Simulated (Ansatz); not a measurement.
LuB₂Ru₃:
```cif
data_B2LuRu3
_chemical_formula_sum 'Ru3 Lu1 B2'
_space_group_name_H-M_alt 'P6/mmm'
_space_group_IT_number 191
_space_group_name_Hall '-P 6 2'
_cell_length_a 5.44423
_cell_length_b 5.44423
_cell_length_c 3.00264
_cell_angle_alpha 90.000
_cell_angle_beta 90.000
_cell_angle_gamma 120.000
loop_
_atom_site_label
_atom_site_type_symbol
_atom_site_symmetry_multiplicity
_atom_site_Wyckoff_symbol
_atom_site_fract_x
_atom_site_fract_y
_atom_site_fract_z
_atom_site_occupancy
Ru1 Ru 3 g 0.50000 0.50000 0.50000 1
Lu1 Lu 1 a 0.00000 0.00000 0.00000 1
B1 B 2 c 0.33333 0.66667 0.00000 1
```

Relaxed with r²SCAN.

### Question
Which orbitals make up the states near the Fermi level in DFT-r²SCAN in the program Ansatz with PAW potentials?

### Answer
Within 0.5 eV of the Fermi level: Ru 4d 81 %, B 2p 7 %, Lu 5d 7 %. Projections are on Löwdin-orthogonalised atomic valence shells; empty p or d shells of many metals are not among them.

### Question
Tabulate the density of states.

### Answer
States/eV per cell of 6 atoms, in 0.25 eV bins, energy from the Fermi level.

```
E (eV)  total  Ru 4d  Lu 4f  B 2p
------  -----  -----  -----  ----
-7.85    1.14   0.38   0.00  0.08
-7.60    0.65   0.20   0.00  0.07
-7.35    0.20   0.05   0.00  0.02
-7.10    0.17   0.05   0.00  0.02
-6.85    0.35   0.12   0.00  0.07
-6.60    0.43   0.18   0.00  0.11
-6.35    0.65   0.31   0.00  0.20
-6.10    0.87   0.44   0.00  0.27
-5.85    1.88   0.81   0.01  0.67
-5.60    2.32   1.08   0.03  0.76
-5.35    5.20   2.69   0.07  1.53
-5.10    4.83   2.70   0.16  1.33
-4.85    4.39   2.29   0.56  1.07
-4.60   27.79   2.91  23.29  1.03
-4.35   34.30   2.92  29.74  1.09
-4.10    5.79   3.08   1.07  1.07
-3.85    5.42   3.35   0.44  1.10
-3.60    7.70   5.34   0.18  1.23
-3.35    4.90   3.33   0.07  0.70
-3.10    4.16   2.93   0.07  0.58
-2.85    4.53   3.36   0.05  0.65
-2.60    4.89   3.59   0.04  0.73
-2.35    5.41   3.96   0.03  0.72
-2.10    3.28   2.25   0.02  0.45
-1.85    3.44   2.45   0.01  0.32
-1.60    4.18   3.14   0.01  0.24
-1.35    5.94   4.72   0.01  0.31
-1.10    8.01   6.47   0.02  0.42
-0.85    6.77   5.42   0.01  0.40
-0.60    5.79   4.69   0.01  0.39
-0.35    5.27   4.35   0.01  0.39
-0.10    3.76   3.23   0.01  0.24
0.15     3.59   3.01   0.01  0.25
0.40     2.40   1.63   0.00  0.23
0.65     1.80   0.94   0.00  0.22
0.90     1.10   0.57   0.00  0.17
1.15     1.74   0.67   0.00  0.14
1.40     2.50   1.22   0.00  0.33
1.65     2.68   1.52   0.00  0.38
1.90     2.23   1.15   0.00  0.40
2.15     2.16   1.12   0.00  0.40
2.40     2.79   1.54   0.00  0.44
2.65     3.15   1.55   0.00  0.56
2.90     3.93   1.79   0.00  0.67
3.15     4.31   1.88   0.00  0.92
3.40     4.24   1.71   0.00  1.09
3.65     3.64   1.36   0.00  0.89
3.90     2.02   0.52   0.00  0.53
4.15     1.41   0.28   0.00  0.36
4.40     1.93   0.28   0.00  0.50
4.65     1.20   0.17   0.00  0.29
```

The workflow started from an entry of the Crystallography Open Database (COD). Whether it is the stable phase at ambient conditions was not checked. The r²SCAN relaxation kept the symmetry of its start; whether a distortion lowers the energy is not shown. No spin polarisation was allowed. Scalar-relativistic: spin–orbit coupling is off unless named, which matters more the heavier the elements.

Potentials: the later of the program's two PAW sets.
